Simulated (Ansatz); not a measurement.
## Data sheet: ZrB₂ (DFT)

ZrB₂:
```
ZrB2
1.0
   -1.74228     1.74228     3.15340
    1.74228    -1.74228     3.15340
    1.74228     1.74228    -3.15340
Zr B
1 2
Cartesian
  0.00000   0.00000   0.00000
  0.00000   0.00000   2.38024
  0.00000   0.00000   3.92657
```

Space group I4/mmm (No. 139), MoSi2 or CaC2 type; conventional cell a = b = 3.485 Å, c = 6.307 Å, α = β = γ = 90.00°.

Method: the program Ansatz at the r²SCAN level (PAW). Geometry: relaxed at this level of theory. Other levels are named where they apply.

Cell and energy:

```yaml
volume_per_atom: 12.76 Å³
density: 4.89 g/cm³
Formation energy from the elements (no fitted shifts): 0.041 eV/atom
```

Electronic structure:

```yaml
electronic_character: metallic (no gap)
Density of states at the Fermi level: 0.44 states/eV per atom (mean over ±0.08 eV)
Gap with spin–orbit coupling: none (metallic)
```

Mechanics:

```yaml
Bulk modulus (Birch–Murnaghan fit): 141 GPa
Pressure derivative B′: 3.8
```

The cell is a constructed one: a structure type filled with these elements; neither database checked (COD, Materials Project) lists it. It is not the phase usual at ambient conditions (space group No. 191). Symmetry was held in the r²SCAN relaxation; whether a distortion lowers the energy is not shown. The run is not spin-polarised. The references are the lowest solids computed at this level, not always the standard phases. Scalar-relativistic: spin–orbit coupling is off unless named, which matters more the heavier the elements.

Potentials: the later of the program's two PAW sets.
